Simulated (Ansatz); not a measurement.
A geometry of C away from equilibrium: step 17 of the relaxation of a relaxed C cell displaced along its unstable phonon at q = (½, 0, 0) of its primitive reciprocal cell (450i cm⁻¹), largest move 0.15 Å. Computed with r2SCAN (plane waves to 500 eV, PAW, scalar-relativistic; Ansatz, a first-principles code). Γ-centred k-mesh 10×19×16 on the run's cell (coarser than for final values), Fermi–Dirac smearing 0.05 eV.

```xyz
2
Lattice="4.3776 0.0000 0.0000 0.0000 1.4477 0.0000 0.0000 0.0000 2.7761" Properties=species:S:1:pos:R:3:forces:R:3 pbc="T T T" free_energy=-499.379 pressure_GPa=5.2
C      0.3599     0.0000     0.0000    0.0861    0.0000    0.0000
C      1.8289     0.0000     0.0000   -0.0861    0.0000    0.0000
```

Positions in Å, forces in eV/Å, free energy of the cell in eV (comparable only within this code, potentials and settings). Largest force: 0.09 eV/Å, on C1, C2 (atoms numbered as listed); the geometry lies 0.07 eV/atom above the end of its relaxation.

No spin polarisation in the result. Without a van der Waals term the distances between weakly bound units are poorly fixed.

The run could not lose the symmetry of its start, so the end can be a saddle point.

The end of the path is a generated cell of C: the first start was made by placing the elements on the sites of a structure type, and the end was not matched to a known phase here, so it may be hypothetical. Known forms of C include space group No. 194, 227.
